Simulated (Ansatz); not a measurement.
**Structures of Be2Hg: which is lowest?**

Plane-wave DFT in Ansatz with scalar-relativistic PAW potentials, cutoff 420 eV, Γ-centred meshes chosen by cell and gap, Gaussian smearing with energies taken to zero width. Every cell was relaxed (cell and atoms) in a run of its own, within the symmetry of its start. Functional: PBE.

Relaxed structures (starts from databases or built by putting these elements on another compound's sites):
A. R3m, 3 atoms in the computed cell, a = 2.889 Å, c = 17.454 Å; sites (symmetry × multiplicity) Be 3m × 3 + 3m × 3, Hg 3m × 3; start: built
B. I4/mmm, 3 atoms in the computed cell, a = 4.188 Å, c = 5.078 Å; sites (symmetry × multiplicity) Be -4m2 × 4, Hg 4/mmm × 2; start: built
C. I4/mmm, 3 atoms in the computed cell, a = 3.233 Å, c = 7.505 Å; sites (symmetry × multiplicity) Be 4mm × 4, Hg 4/mmm × 2; start: built
D. I4_1/amd, 6 atoms in the computed cell, a = 3.797 Å, c = 15.618 Å; sites (symmetry × multiplicity) Be 2mm. × 8, Hg -4m2 × 4; start: built

Problem. Rank them by energy. Could pressure change the order?

Solution.
| structure | group | E − E(lowest) (meV/atom) | V (Å³/atom) | gap on mesh (eV) |
| --- | --- | --- | --- | --- |
| C | I4/mmm | 0.0 | 13.07 | 0.00 |
| B | I4/mmm | 61 | 14.85 | 0.00 |
| A | R3m | 149 | 14.02 | 0.00 |
| D | I4_1/amd | 292 | 18.77 | 0.00 |

C is lowest, 61 meV/atom under B. The lowest is also the densest of these, so pressure wouldn't bring one of the others in at first order. Other structures may lie lower than all of these, and vibrations aren't counted.

Spin-orbit coupling is left out, which matters for the bands of heavy elements.